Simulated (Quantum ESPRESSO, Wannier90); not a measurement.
Wannier functions of Mo2N (anti-anatase)

```xyz
6
Lattice="4.2556 0.0000 0.0000 0.0000 4.2556 0.0000 -2.1278 -2.1278 3.9751" Properties=species:S:1:pos:R:3 pbc="T T T"
Mo     2.1278     0.0000    -0.1037
Mo     0.0000     0.0000     1.8839
Mo     0.0000     0.0000    -1.8839
Mo     0.0000    -2.1278     0.1037
N     -2.1278     0.0000     1.9875
N      2.1278     2.1278     0.0000
```

Materials Project entry mp-27953; symmetrised, unrelaxed at this level. COD (Crystallography Open Database) has an entry of this formula and space group (matched by these alone). Level: PBEsol, spinors with spin-orbit coupling; pw.x of Quantum ESPRESSO at 68 Ry with PseudoDojo potentials, 4×4×4 k-points, Wannier90. Density: 8×8×8 mesh, cold smearing 0.01 Ry.

A tight-binding model is made by disentanglement and projection with no localisation steps (num_iter = 0), so the 52 orbitals stay atom-like: hydrogen-like Mo: d; N: p, axes along x, y, z; frozen window up to 1.50 eV relative to the Fermi level. It follows pw.x to 19 meV rms for states up to 1.0 eV relative to the Fermi level. Matrix elements depend on this choice of orbitals and windows.

What are the on-site energies relative to the Fermi level, and how fast do the hoppings decay?


```
atom         orbitals  energy (eV)
----  ---------------  -----------
Mo1         dz2↑ dz2↓         0.07
Mo1         dxz↑ dxz↓        -0.77
Mo1         dyz↑ dyz↓        -0.94
Mo1   dx2-y2↑ dx2-y2↓        -0.51
Mo1         dxy↑ dxy↓        -0.82
Mo2         dz2↑ dz2↓         0.07
Mo2         dxz↑ dxz↓        -0.94
Mo2         dyz↑ dyz↓        -0.77
Mo2   dx2-y2↑ dx2-y2↓        -0.51
Mo2         dxy↑ dxy↓        -0.82
Mo3         dz2↑ dz2↓         0.07
Mo3         dxz↑ dxz↓        -0.77
Mo3         dyz↑ dyz↓        -0.94
Mo3   dx2-y2↑ dx2-y2↓        -0.51
Mo3         dxy↑ dxy↓        -0.82
Mo4         dz2↑ dz2↓         0.07
Mo4         dxz↑ dxz↓        -0.94
Mo4         dyz↑ dyz↓        -0.77
Mo4   dx2-y2↑ dx2-y2↓        -0.51
Mo4         dxy↑ dxy↓        -0.82
N5            pz↑ pz↓        -3.98
N5    px↑ px↓ py↑ py↓        -4.29
N6            pz↑ pz↓        -3.98
N6    px↑ px↓ py↑ py↓        -4.29
```

```json
[
 {"distance of the centres (Å)": "1–2", "largest modulus (eV)": "0.0057"},
 {"distance of the centres (Å)": "2–3", "largest modulus (eV)": "2.4"},
 {"distance of the centres (Å)": "3–4", "largest modulus (eV)": "0.74"},
 {"distance of the centres (Å)": "4–5", "largest modulus (eV)": "0.32"},
 {"distance of the centres (Å)": "5–6", "largest modulus (eV)": "0.19"},
 {"distance of the centres (Å)": "6–7", "largest modulus (eV)": "0.070"}
]
```
